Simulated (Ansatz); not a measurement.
TiSi$_{2}$ in space group Fddd (No. 70; Ti on 8b, Si on 16f) under volume change, the program Ansatz at the PBEsol level (PAW), shape and atoms relaxed at each volume.

```json
[
 {"V (Å³/atom)": "12.545", "E − E(relaxed) (meV/atom)": "62.3", "P (GPa)": "17.50"},
 {"V (Å³/atom)": "12.959", "E − E(relaxed) (meV/atom)": "26.2", "P (GPa)": "10.71"},
 {"V (Å³/atom)": "13.372", "E − E(relaxed) (meV/atom)": "6.2", "P (GPa)": "4.93"},
 {"V (Å³/atom)": "13.786", "E − E(relaxed) (meV/atom)": "0.0", "P (GPa)": "0.00"},
 {"V (Å³/atom)": "14.200", "E − E(relaxed) (meV/atom)": "5.6", "P (GPa)": "-4.20"},
 {"V (Å³/atom)": "14.613", "E − E(relaxed) (meV/atom)": "21.2", "P (GPa)": "-7.78"},
 {"V (Å³/atom)": "15.027", "E − E(relaxed) (meV/atom)": "45.3", "P (GPa)": "-10.81"}
]
```

**Question.** What does a third-order Birch–Murnaghan fit give for V₀, B₀ and B′?

**Answer.** V₀ = 13.79 Å³/atom, B₀ = 151 GPa, B′ = 4.3.

The PBEsol relaxation kept the symmetry of its start. No spin polarisation was allowed.

Potentials: the earlier of the program's two PAW sets. The files were generated under PBE; for other functionals the program regenerates the frozen cores, and for LDA and PBEsol the local potential too.
